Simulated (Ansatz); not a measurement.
Bi₂Se₃ (Bi2Te3 type, space group R-3m)

```xyz
5
Lattice="2.0722 1.1964 9.4827 -2.0722 1.1964 9.4827 0.0000 -2.3927 9.4827" Properties=species:S:1:pos:R:3 pbc="T T T"
Bi     0.0000     0.0000    11.4041
Bi     0.0000     0.0000    17.0439
Se     0.0000     0.0000     0.0000
Se     0.0000     0.0000     5.9889
Se     0.0000     0.0000    22.4591
```

Scan: atom 4 (Se, nearest neighbour Bi at 2.863 Å; its periodic images, 4.1 Å or more away, move with it) is displaced towards the nearest neighbour, direction (0.724, -0.418, 0.549) in Cartesian axes, by s. The other atoms stay.

All values below come from PBE-D3(BJ) (plane waves to 420 eV, PAW, scalar-relativistic; Ansatz, a program for electronic structure). k mesh 8×8×8 (Γ-centred), Fermi-Dirac smearing 0.05 eV. The energy includes the smearing's −TS. F⊥ is the part of the force across the line. Bi2Se3 was relaxed with its symmetry unable to fall. Spin-orbit coupling is left out, though Bi is heavy. The zero of ΔE is the undisplaced structure.

Task: Give the computed ΔE (meV/cell) and |F⊥| (eV/Å) at s (Å) = -0.456, -0.342, -0.114, 0.228, 0.456, 0.570.

Result: 
| s (Å) | ΔE (meV/cell) | |F⊥| (eV/Å) |
|---|---|---|
| -0.456 | 341 | 0.578 |
| -0.342 | 209 | 0.420 |
| -0.114 | 28 | 0.127 |
| 0.228 | 152 | 0.235 |
| 0.456 | 771 | 0.462 |
| 0.570 | 1381 | 0.585 |

(A displaced cell: forces are minus the slopes of the energy, force constants its curvatures, and phonons follow from these.)
